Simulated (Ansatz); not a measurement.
Suppose Be4Se3 takes space group P-62m (No. 189), with Be on 2e and 2d; Se on 3g.

Computed with Ansatz 0.2.0, DFT PBE, scalar-relativistic, plane waves, PAW. Cutoff 420 eV, Γ-centred mesh, Gaussian smearing, no spin polarisation.

Formation energies are uncorrected and refer to the elements' standard structures at the same level.

Task: Which cell and coordinates does it relax to?

Result:

Space group P-62m (No. 189). a = 6.231 Å, b = 6.231 Å, c = 4.650 Å, α = 90.00°, β = 90.00°, γ = 120.00°
```csv
atom,site,symmetry,x,y,z
Be,2e,3.m,0.0000,0.0000,0.7762
Be,2d,-6..,0.3333,0.6667,0.5000
Se,3g,m2m,0.3171,0.0000,0.5000
```

Around Be on a site of symmetry 3m lie 1 Be at 2.08 Å, 3 Se at 2.36 Å and 1 Be at 2.57 Å; Be on a site of symmetry -6 is surrounded by 3 Se at 2.13 Å; around Se lie 2 Be at 2.13 Å and 2 Be at 2.36 Å. Another local minimum with the same sites may exist.

Task: And its energy and gap?

Result: The energy over the elements is −0.248 eV/atom. The gap on the 6×6×6 mesh of the 7-atom cell is 0.69 eV.

The last run used Gaussian smearing of 0.02 eV. Kohn–Sham gaps at this level usually fall short of measured ones. The reference form of Se is held partly by dispersion forces, which this level lacks. A later test with randomly moved atoms came back to the same energy, though modes that don't fit the test's cell weren't probed. Another cell of the same search, in C2, lies 112 meV/atom lower, so this cell isn't the stable form at this level.
